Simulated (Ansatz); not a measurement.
Starting cell, WSi$_{2}$ (MoSi2 type, space group I4/mmm):

```yaml
crystal:
  lattice:
    - [-1.60615, 1.60615, 3.90288]
    - [1.60615, -1.60615, 3.90288]
    - [1.60615, 1.60615, -3.90288]
  atoms:
    - { symbol: W, position: [0.00000, 0.00000, 0.00000] }
    - { symbol: Si, position: [0.33486, 0.33486, 0.00000] }
    - { symbol: Si, position: [0.66514, 0.66514, 0.00000] }
```

In this cell atom 1 (W, nearest neighbour Si at 2.612 Å; its periodic images, 3.2 Å or more away, move with it) is moved by s along Cartesian [110], unit vector (0.707, 0.707, 0.000); all other atoms and the cell stay fixed.

These are r2SCAN (plane waves to 500 eV, PAW, scalar-relativistic; Ansatz, an electronic-structure program) values and carry that method's errors. k mesh 16×16×16 (Γ-centred), Fermi-Dirac smearing 0.05 eV. Energies are smeared free energies. Left out: 2 of 11 points, with atoms too close for the PAW data. With partly filled bands, energies and forces of such displacements shift with the k mesh and the smearing. Spin-orbit coupling is left out, though W is heavy. The PAW data are Ansatz's earlier set. WSi2 is run without spin polarisation. WSi2 was relaxed with its symmetry unable to fall. The zero of ΔE is the undisplaced structure.

Successive frames, forces in eV/Å:

```
frame        ΔE (meV/cell)                  F on W1                F on Si2               F on Si3
-----------  -------------  -----------------------  ----------------------  ---------------------
s = 0.000 Å              0    (0.000, 0.000, 0.000)  (0.000, 0.000, -0.005)  (0.000, 0.000, 0.005)
s = 0.156 Å            140  (-1.309, -1.309, 0.000)  (0.654, 0.654, -0.168)  (0.654, 0.654, 0.168)
s = 0.312 Å            612  (-3.091, -3.091, 0.000)  (1.546, 1.546, -0.715)  (1.546, 1.546, 0.715)
```

Q: What are the energy and the forces in the next frame, s = 0.468 Å?

A: ΔE (meV/cell) = 1568.

```csv
atom,Fx,Fy,Fz
W1,-5.742,-5.742,0.000
Si2,2.871,2.871,-1.836
Si3,2.871,2.871,1.836
```

(For displaced atoms, the force is minus the slope of the energy, and its curvature is a force constant, which sets phonon frequencies.)
